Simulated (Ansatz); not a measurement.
GaP (zinc blende)

```
GaP
1.0
    0.00000     2.75322     2.75322
    2.75322     0.00000     2.75322
    2.75322     2.75322     0.00000
P Ga
1 1
Direct
  0.75000   0.75000   0.75000
  0.00000   0.00000   0.00000
```

The slice is a {100} plane (indices of the conventional cell) through the point (0.000, 0.000, 0.000) (fractional), spanned by u = [100] and v = [0 1 -1] in vectors of this cell: u (3.89 Å) and v (3.89 Å, at 90° to u). It covers one period; positions are fractions (u, v).

These are PBE (plane waves to 420 eV, PAW, scalar-relativistic; Ansatz, an electronic-structure program) values and carry that method's errors. k mesh 10×10×10. These are valence fields of a PAW run, semicore shells included where kept as valence: close to a nucleus they are smooth pseudo fields. GaP was relaxed with its symmetry unable to fall. The PAW data are Ansatz's earlier set.

### Question
Predict the map of the electrostatic potential energy of an electron, from the cell's mean on the slice.

### Answer
```
|xxxxxxxxxxxx335577777777775533xxxxxxxxxx|
|xxxxxxxxxx0044667777777777664400xxxxxxxx|
|xxxxxxxxxx1155777788888877775511xxxxxxxx|
|xxxxxxxx00446677888888888877664400xxxxxx|
|xxxx0011446677888899999988887766441100xx|
|2233445566778899999999999999887766554433|
|5555667777889999999999999999998877776655|
|6677777788889999999999999999998888777777|
|7777778888999999999999999999999988887777|
|7777778888999999999999999999999988887777|
|7777778888999999999999999999999988887777|
|6677777788889999999999999999998888777777|
|5555667777889999999999999999998877776655|
|2233445566778899999999999999887766554433|
|xxxx0011446677888899999988887766441100xx|
|xxxxxxxx00446677888888888877664400xxxxxx|
|xxxxxxxxxx1155777788888877775511xxxxxxxx|
|xxxxxxxxxx0044667777777777664400xxxxxxxx|
|xxxxxxxxxxxx335577777777775533xxxxxxxxxx|
|xxxxxxxxxxxx225566777777665522xxxxxxxxxx|
```
Scale: ten equal steps from -3.00 (start of '0') to 5.78 (end of '9'), in the order '0123456789'. Values: electrostatic potential energy of an electron, from the cell's mean, in eV. The map has 20 points along u (two characters each, u = 0 at the left) and 20 along v (v = 0 in the bottom row). Points within 1 Å of a nucleus are blanked (x), as the pseudised field means little there. Values under -3 eV are set to -3. The zero, the cell's mean, hangs on the PAW cores.
